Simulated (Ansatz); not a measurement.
CaC$_{2}$:
```
CaC2
1.0
   -1.93307     1.93307     3.19643
    1.93307    -1.93307     3.19643
    1.93307     1.93307    -3.19643
Ca C
1 2
Cartesian
  0.00000   0.00000   0.00000
  0.00000   0.00000   3.82236
  0.00000   0.00000   2.57051
```

Relaxed with r²SCAN. Special points in fractions of this cell's reciprocal vectors: Γ (0.000, 0.000, 0.000); X (0.000, 0.000, 0.500); P (0.250, 0.250, 0.250); N (0.000, 0.500, 0.000); M (0.500, 0.500, -0.500); S (0.341, 0.659, -0.341); S0 (-0.341, 0.341, 0.341); R (-0.183, 0.183, 0.500); G (0.500, 0.500, -0.183).

**Question.** List the band energies nearest the valence-band maximum at these points for r²SCAN in the plane-wave PAW code Ansatz.

**Answer.** In eV from the valence-band maximum; about four levels below and three above (degenerate sets whole), none deeper than 8.9 eV; points with the same levels are listed once.

```json
[
 {"k": "Γ", "below": "-2.68 -2.50 -0.89 -0.89", "above": "3.66 3.66 4.96"},
 {"k": "X", "below": "-3.32 -2.69 -1.51 -1.06", "above": "1.66 6.43 7.17"},
 {"k": "P", "below": "-3.75 -2.26 -2.26 -0.41", "above": "3.78 3.78 7.43"},
 {"k": "N", "below": "-4.45 -2.35 -1.74 -0.82", "above": "5.32 6.44 6.77"},
 {"k": "M", "below": "-4.79 -1.54 -1.54 0.00", "above": "3.81 6.76 7.01"},
 {"k": "S", "below": "-4.36 -2.67 -1.73 -0.40", "above": "5.56 6.00 6.74"},
 {"k": "R", "below": "-3.94 -2.45 -2.07 -0.63", "above": "3.30 6.68 6.79"}
]
```

Space group I4/mmm (MoSi2 or CaC2 type). The workflow started from a Materials Project entry (that database holds measured and hypothetical structures alike); the Crystallography Open Database copy checked does not list it. COD files the formula under space group No. 2. Whether it is the stable phase at ambient conditions was not checked. The cell was relaxed with r²SCAN under the symmetry of its start; its stability against distortions is not shown here.

Potentials: the later of the program's two PAW sets.
